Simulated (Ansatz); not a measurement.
This cell of Ti (hcp, Mg type) is off equilibrium:

```
CELL_PARAMETERS angstrom
      2.98045     0.00000     0.00000
     -1.49023     2.58115     0.00000
      0.00000     0.00000     4.43388
ATOMIC_POSITIONS crystal
  Ti 0.33333 0.66667 0.75000
  Ti 0.66667 0.33333 0.25000
```

These are PBEsol (plane waves to 420 eV, PAW, scalar-relativistic; Ansatz, a quantum-chemistry and plane-wave program) values and carry that method's errors. k mesh 18×18×10 (Γ-centred), Fermi-Dirac smearing 0.05 eV. The energy includes the smearing's −TS. Compression counts positive. With partly filled bands, the response to shear is sensitive to the k mesh, so small differences along c/a are uncertain. The PAW data are Ansatz's earlier set. Ti is run without spin polarisation. Ti was relaxed with its symmetry unable to fall.

Problem. Give the stress tensor in GPa and the pressure.

Solution. 
```
   -4.3      0.0      0.0
    0.0     -4.3      0.0
    0.0      0.0      2.3
```
The pressure, a third of the trace, is -2.1 GPa.

Problem. It is the relaxed cell deformed to V/V₀ = 1.020, (c/a)/(c/a)₀ = 0.940, c along z, fractional positions held. What is its energy relative to the relaxed cell?

Solution. 17 meV/atom.

(A scan under strain: stresses follow from slopes of the energy per volume, elastic moduli from its curvatures.)
